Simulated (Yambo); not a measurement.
GaAlN$_{2}$ (space group P-4m2, No. 115): the exchange self-energy on PBEsol orbitals (Yambo, 4×4×4 mesh) holds the Coulomb divergence, which is integrated with random points (RandQpts).

```
random points  exchange-only gap Γ → Γ (eV)  shift of the valence edge (eV)  gap against the reference (meV)
-------------  ----------------------------  ------------------------------  -------------------------------
1,000                                 10.59                           -3.49                                6
10,000                                10.52                           -3.41                              -64
100,000                               10.61                           -3.54                               22
1,000,000                             10.59                           -3.51                                6
5,000,000                             10.59                           -3.51                        reference
```

From 1,000,000 points on, the gap stays within 20 meV of the run with most points. The error is statistical; each row is a single draw, so the rows fix no rate of convergence.

Spin-orbit coupling is not included.

Geometry relaxed with PBEsol; primitive cell a = b = 3.143 Å, c = 4.424 Å, α = β = γ = 90.00°.

The structure is a Materials Project entry; no match was found in the copy of COD used, and its stability was not checked.

A shift is the quasiparticle energy of the state minus its PBEsol energy.
